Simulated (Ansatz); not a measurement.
## Straining Tl

Level of theory: DFT r2SCAN, scalar-relativistic, plane waves, PAW in Ansatz. Settings: 500 eV cutoff, 14×14×14 k-mesh, Gaussian smearing of 0.10 eV, no spin polarisation.

The relaxed crystal:

```xyz
2
Lattice="3.9161 0.0000 0.0000 0.0000 3.9161 0.0000 0.0000 0.0000 3.9161" Properties=species:S:1:pos:R:3 pbc="T T T"
Tl    0.0000    0.0000    0.0000
Tl    1.9581    1.9581    1.9581
```

Deformation: shear that moves c along a by the strain times its height over the a-b plane, the cell held and the atoms relaxed, all within the symmetry that the strain leaves. Energies are extrapolated to zero smearing.

Spin–orbit coupling is left out, which can shift energies with elements as heavy as these.

| strain (%) | ΔE (meV/atom) | a (Å) | b (Å) | c (Å) |
| --- | --- | --- | --- | --- |
| +0.0 | 0.0 | 3.916 | 3.916 | 3.916 |
| +1.5 | 0.5 | 3.916 | 3.916 | 3.917 |
| +3.0 | 1.6 | 3.916 | 3.916 | 3.918 |
| +4.5 | 3.0 | 3.916 | 3.916 | 3.920 |
| +6.0 | 4.9 | 3.916 | 3.916 | 3.923 |
| +9.0 | 10.0 | 3.916 | 3.916 | 3.932 |

Q: Does one stiffness describe the whole range?

A: No: the innermost pair of points gives (1/V) d²E/dε² = 23 GPa and a cubic fit over all points 10 GPa, so terms beyond the third order count over this range.

This bcc form isn't the element's structure at ambient conditions.